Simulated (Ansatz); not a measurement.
CoSi2 (fluorite or antifluorite type, space group No. 225) at seven volumes, LDA (plane waves, PAW; program Ansatz), scaled uniformly. One row is withheld.

| V (Å³/atom) | P (GPa) |
|---|---|
| 11.122 | 23.65 |
| 11.489 | 14.46 |
| 11.856 | 6.64 |
| 12.222 | 0.01 |
| 12.589 | -5.62 |
| 12.956 | -10.39 |
| 13.322 | ? |

Fit the shown pressures and predict the withheld one.

P = (3/2)B₀(x^(7/2) − x^(5/2))[1 + (3/4)(B′ − 4)(x − 1)] with x = (V₀/V)^(2/3). Least squares on the six rows gives V₀ = 12.223 Å³/atom, B₀ = 203 GPa, B′ = 4.42. At V = 13.322, x = 0.9442 and P = -14.46 GPa. The run itself gave -14.41 GPa.

Space group Fm-3m (fluorite or antifluorite type). Symmetry was held in the LDA relaxation; phonons on a q-mesh show no instability. The run is not spin-polarised.

Potentials: the later of the program's two PAW sets.
